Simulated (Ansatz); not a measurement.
# Sn, one cell by several methods

```
Sn
1.0
    -2.91585    2.91585    1.54293
     2.91585   -2.91585    1.54293
     2.91585    2.91585   -1.54293
Sn
2
Direct
  0.00000 0.00000 0.00000
  0.75000 0.25000 0.50000
```

Atom numbers follow the list: Sn1, Sn2.

Conventional cell: a = 5.832 Å, b = 5.832 Å, c = 3.086 Å, α = 90.00°, β = 90.00°, γ = 90.00°. Sn (atom 1) is surrounded by 6 Sn at 3.02 to 3.09 Å.

The cell is COD entry 1534488, as deposited and not checked against the literature; nothing was relaxed. The listed cell was then made from it by scaling, straining or moving an atom.

Spin–orbit coupling is left out, though it moves levels of the heavy atoms by tenths of an eV or more.

All numbers are computed: DFT, LDA, PAW with Ansatz's default frozen-core files, scalar-relativistic (Ansatz 0.2.0); DFT, LDA, all-electron PAW with datasets made for the crystal, scalar-relativistic (Ansatz 0.2.0); DFT, LDA, all-electron LAPW, scalar-relativistic (Ansatz 0.2.0).

For PAW: a Γ-centred 15×15×15 k mesh, Fermi–Dirac smearing of 0.05 eV, cutoff 420 eV, no spin polarisation; the PAW files were made with PBE, and the program remakes their frozen cores for this functional. The crystal-made all-electron datasets (AE datasets) take a cutoff of 260 eV at this cell. LAPW targets a basis error of 0.5 meV/atom. The Ansatz runs share mesh, smearing and spin set-up. Plane-wave (PAW) pressures include the program's estimate of the Pulay term.

Stress and pressure are positive in compression.

No spin–orbit coupling: at heavy atoms the gradients can be off by tens of per cent for that reason.

In a metal, gradients converge slowly with the k mesh: the values move by tens of per cent from one mesh to another, at times in sign, so only the comparison on one mesh counts.

```json
{"quantity": "pressure (GPa)", "PAW": "-0.13", "AE datasets": "-0.12", "LAPW": "-0.12"}
{"quantity": "stress xx (GPa)", "PAW": "-0.47", "AE datasets": "-0.46", "LAPW": "-0.46"}
{"quantity": "stress zz (GPa)", "PAW": "0.55", "AE datasets": "0.57", "LAPW": "0.57"}
{"quantity": "field gradient Vzz at Sn1 (10²¹ V/m²)", "PAW": "3.17", "AE datasets": "3.20", "LAPW": "–"}
```

PAW's pressure differs from the LAPW value by -0.02 GPa. Datasets made for the crystal and LAPW share parts of one code, so their agreement isn't an independent check.
